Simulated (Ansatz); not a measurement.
BN:
```
CELL_PARAMETERS angstrom
      2.52270     0.00000     0.00000
     -1.26135     2.18473     0.00000
      0.00000     0.00000     4.17438
ATOMIC_POSITIONS crystal
  B  0.66667 0.33333 0.99970
  B  0.33333 0.66667 0.49970
  N  0.66667 0.33333 0.62530
  N  0.33333 0.66667 0.12530
```

Cartesian axes are those of the cell as given.

Give the high-frequency dielectric tensor and the Born effective charge tensors of the independent atoms from DFPT, LDA (plane waves, PAW; program Ansatz).


ε∞:
```
4.53  0.00  0.00
0.00  4.53  0.00
0.00  0.00  4.68
```
Z* of atom 1 (B), rows: field, columns: displacement, in e:
```
1.81  0.00  0.00
0.00  1.81  0.00
0.00  0.00  1.91
```
Z* of atom 3 (N), rows: field, columns: displacement, in e:
```
-1.81   0.00   0.00
 0.00  -1.81   0.00
 0.00   0.00  -1.91
```

Space group P6_3mc (wurtzite). Symmetry was held in the LDA relaxation.

Potentials: the earlier of the program's two PAW sets. The files were generated under PBE; for other functionals the program regenerates the frozen cores, and for LDA and PBEsol the local potential too.
